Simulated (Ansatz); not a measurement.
Computed with DFT PBE, scalar-relativistic, plane waves, PAW, and for the lanthanide a 4f-in-core norm-conserving potential (Ansatz). Settings: cutoff 660 eV, Γ-centred meshes spaced at most about 0.3 Å⁻¹, and about 0.25 Å⁻¹ or finer for metals (2π included), Gaussian smearing. No spin polarisation in the final relaxations.

These are static total energies at zero pressure. All come from trial cells, and lower structures may exist.

Task: These unrelaxed guesses for PrMo₂ are each relaxed within their symmetry. Order them by the energy at which they end, lowest first.
A.

Space group P4_2/nmc:1 (No. 137). a = 4.441 Å, b = 4.441 Å, c = 6.445 Å, α = 90.00°, β = 90.00°, γ = 90.00°
```tsv
atom	site	symmetry	x	y	z
Pr	2a	-4m2	0.0000	0.0000	0.0000
Mo	4d	2mm.	0.0000	0.5000	0.3018
```

B.

Space group I4/mmm (No. 139). a = 3.635 Å, b = 3.635 Å, c = 9.405 Å, α = 90.00°, β = 90.00°, γ = 90.00°
```csv
atom,site,symmetry,x,y,z
Pr,2a,4/mmm,0.0000,0.0000,0.0000
Mo,4e,4mm,0.0000,0.0000,0.3327
```

C.

Space group P-3m1 (No. 164). a = 4.099 Å, b = 4.099 Å, c = 5.537 Å, α = 90.00°, β = 90.00°, γ = 120.00°
| atom | site | symmetry | x | y | z |
| --- | --- | --- | --- | --- | --- |
| Pr | 1a | -3m. | 0.0000 | 0.0000 | 0.0000 |
| Mo | 2d | 3m. | 0.3333 | 0.6667 | 0.4000 |

D.

Space group P4/mmm (No. 123). a = 3.118 Å, b = 3.118 Å, c = 5.941 Å, α = 90.00°, β = 90.00°, γ = 90.00°
```json
{"atom": "Pr", "site": "1a", "symmetry": "4/mmm", "x": "0.0000", "y": "0.0000", "z": "0.0000"}
{"atom": "Mo", "site": "2h", "symmetry": "4mm", "x": "0.5000", "y": "0.5000", "z": "0.7286"}
```

Result: B (ends in I4/mmm, MoSi2 (C11b) type, 0 meV/atom), C (ends in P6/mmm, AlB2 type, 149 meV/atom), A (ends in P4_2/nmc, 0.36 eV/atom), D (ends in P4/mmm, 0.70 eV/atom). Even the lowest end lies +0.38 eV/atom against the elements.

Cells relaxed within their symmetry can be saddle points. Some types were kept out of the candidates beforehand, so the set may lack a known form.

The lanthanide is trivalent by construction, without f bands, f moments or other valences. The reference runs of the other elements, and any phases without the lanthanide, used 420 eV, which shifts energies against them by under 10 meV/atom. The lanthanide's reference is the lowest of its hcp, dhcp and fcc cells.
